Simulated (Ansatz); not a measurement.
Sn:
```yaml
crystal:
  lattice:
    - [3.20790, 0.00000, 0.00000]
    - [-1.60395, 2.77812, 0.00000]
    - [0.00000, 0.00000, 3.01579]
  atoms:
    - { symbol: Sn, position: [0.00000, 0.00000, 0.00000] }
```

Relaxed with PBEsol. Special points in fractions of this cell's reciprocal vectors: Γ (0.000, 0.000, 0.000); M (0.500, 0.000, 0.000); K (0.333, 0.333, 0.000); A (0.000, 0.000, 0.500); L (0.500, 0.000, 0.500); H (0.333, 0.333, 0.500).

**Question.** List the band energies nearest the Fermi level at these points for PBEsol (plane waves, PAW; program Ansatz).

**Answer.** In eV from the Fermi level; about four levels below and three above (degenerate sets whole), none deeper than 8.9 eV; … stands for higher levels left out; points with the same levels are listed once.

```tsv
k	below	above
Γ	–	5.39 7.13 7.13
M	-7.04 -4.75	3.36 7.02 …
K	-6.16 -2.88 -2.88	9.91 …
A	-8.04 -5.00	10.06 10.06 …
L	-3.48 -2.22 -1.67	2.99 …
H	-2.45 -0.97 -0.29 -0.29	…
```

Space group P6/mmm (simple hexagonal). The start of the workflow was typed in or built on a structure type; neither database checked (COD, Materials Project) lists it. It is not the phase usual at ambient conditions (space group No. 141). Symmetry was held in the PBEsol relaxation; whether a distortion lowers the energy is not shown. Scalar-relativistic: spin–orbit coupling is off unless named, which matters more the heavier the elements.

Potentials: the later of the program's two PAW sets.
